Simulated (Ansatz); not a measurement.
AlAs:
```xyz
2
Lattice="0.0000 2.8373 2.8373 2.8373 0.0000 2.8373 2.8373 2.8373 0.0000" Properties=species:S:1:pos:R:3 pbc="T T T"
As     4.2559     4.2559     4.2559
Al     0.0000     0.0000     0.0000
```

Tensor components refer to the Cartesian frame of this cell.

Q: Give the proper piezoelectric stress tensor with relaxed ions from PBEsol in the plane-wave PAW code Ansatz.

A: In C/m², rows x, y, z, Voigt columns; mesh uncertainty up to 0.01.
```
0.00  0.00  0.00  0.05  0.00  0.00
0.00  0.00  0.00  0.00  0.05  0.00
0.00  0.00  0.00  0.00  0.00  0.05
```

The elastic tensor of the same run (GPa):

```
 108  54.4  54.4   0.0   0.0   0.0
54.4   108  54.4   0.0   0.0   0.0
54.4  54.4   108   0.0   0.0   0.0
 0.0   0.0   0.0  51.5   0.0   0.0
 0.0   0.0   0.0   0.0  51.5   0.0
 0.0   0.0   0.0   0.0   0.0  51.5
```

Q: Convert to strain constants d = e·S.

A: In pC/N:
```
0.0  0.0  0.0  1.1  0.0  0.0
0.0  0.0  0.0  0.0  1.1  0.0
0.0  0.0  0.0  0.0  0.0  1.1
```

Space group F-43m (zinc blende). Symmetry was held in the PBEsol relaxation.

Potentials: the later of the program's two PAW sets.
